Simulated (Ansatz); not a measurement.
TiC under strain: Ti-47 nuclear quadrupole resonance

Cell: an entry of the Crystallography Open Database (COD), relaxed with PBE at fixed cell and then changed (z stretched by 2 %, ions relaxed).

```
Ti C
1.0
     0.00000    2.16400    2.20728
     2.16400    0.00000    2.20728
     2.16400    2.16400    0.00000
Ti C
1 1
Direct
  0.00000 0.00000 0.00000
  0.50000 0.50000 0.50000
```

Atom numbers follow the list; atoms alike are taken as one site, whose name carries the number of the first.

Level of theory: DFT, PBE, plane waves and PAW, scalar-relativistic, 420 eV cutoff, Γ-centred 18×18×18 k-points, Fermi–Dirac smearing 0.05 eV (Ansatz 0.2.0).

Ti-47: I = 5/2, Q = 302.0 mb (year-2017 value). Static lattice, zero field.

Q: The simulated lines lie at 1.83, 3.66 MHz. What are |C_Q|, η and |V_zz| at Ti?

A: For I = 5/2 and η = 0 the lines are 3|C_Q|/20 and twice that; η pulls their ratio below 2. Here |C_Q| = 12.2 MHz, η = 0.00 and |V_zz| = 1.67 × 10²¹ V/m². The calculation gives V_zz positive; the lines don't show the sign. The site has 6 C at 2.16–2.21 Å.

An axis of threefold or higher order runs through Ti, so V_zz lies along it and η is zero.

The run finds no gap above 0.1 eV (a metal, or nearly one), so the gradients can move by 10 % or more with the k-mesh.

The relaxation (1 step) took 6.4 s of wall time (6.3 s of CPU time) and 0.48 GiB at its peak, on 1 thread of Intel Xeon 6975P-C (Granite Rapids) (x86_64; 16 cores open to the job, memory cap 3.0 GiB, no GPU), a shared host with a load of 0.5 a core.
